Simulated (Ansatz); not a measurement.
## What DFT gives for LuVO4

```yaml
crystal:
  lattice:
    - [-3.52328, 3.52328, 3.14807]
    - [3.52328, -3.52328, 3.14807]
    - [3.52328, 3.52328, -3.14807]
  atoms:
    - { symbol: Lu, position: [0.87500, 0.12500, 0.75000] }
    - { symbol: Lu, position: [0.12500, 0.87500, 0.25000] }
    - { symbol: V, position: [0.62500, 0.37500, 0.25000] }
    - { symbol: V, position: [0.37500, 0.62500, 0.75000] }
    - { symbol: O, position: [0.64670, 0.20880, 0.43790] }
    - { symbol: O, position: [0.20880, 0.27090, 0.56210] }
    - { symbol: O, position: [0.27090, 0.20880, 0.06210] }
    - { symbol: O, position: [0.20880, 0.64670, 0.93790] }
    - { symbol: O, position: [0.35330, 0.79120, 0.56210] }
    - { symbol: O, position: [0.79120, 0.35330, 0.06210] }
    - { symbol: O, position: [0.72910, 0.79120, 0.93790] }
    - { symbol: O, position: [0.79120, 0.72910, 0.43790] }
```

Single point in Ansatz 0.2.0 with r2SCAN, no spin polarisation. Cutoff 500 eV, PAW datasets, 6×6×6 Γ-centred k mesh, fermi-dirac filling (width 0.1 eV).

(1) Which orbitals make up the band edges?

(2) What do density and ELF say about some of the short contacts?

(3) Which atom feels the largest force, and which way?

(4) Is it stable against the elements?

(5) What does the stress say?

(6) Which element gives electrons and which takes them?

(7) Is there a gap, and of what kind?

Origin: a database entry at a rescaled volume. Caveats: no spin polarisation, so a magnetic state may lie lower.

Results:

(1) Within 0.7 eV of the edges, the states project mainly on O p (91 %) below the gap and on V d (67 %), O p (17 %) and Lu d (13 %) above it.

(2) V–O at 1.69 Å: least valence density 1.45 e/Å³ and ELF 0.36 there. Lu–O at 2.26 Å: least valence density 0.41 e/Å³ and ELF 0.12 there. Both are smooth PAW fields, read partly inside the augmentation spheres.

(3) The largest is on O9 (and as large on other atoms): 1.17 eV/Å, components (0.00, -0.68, 0.95). It makes 164° with the line to a nearest neighbour, V4 at 1.69 Å, pointing away from it.

(4) -3.23 eV an atom against the elements' usual phases (free molecules for gases, crystals otherwise, with no correction for O₂ or N₂), so it is bound against them; other compounds may still compete. Relaxing would lower it.

(5) The pressure is -0.5 GPa (compression positive), so with the atoms held at these fractions the cell is close to zero pressure; the forces are large, so a full relaxation may end otherwise.

(6) Bader charges in e: Lu +2.30, V +2.28, O -1.15. In the mean Lu gives up most and O takes most.

(7) The gap is 3.44 eV, direct at the points sampled.
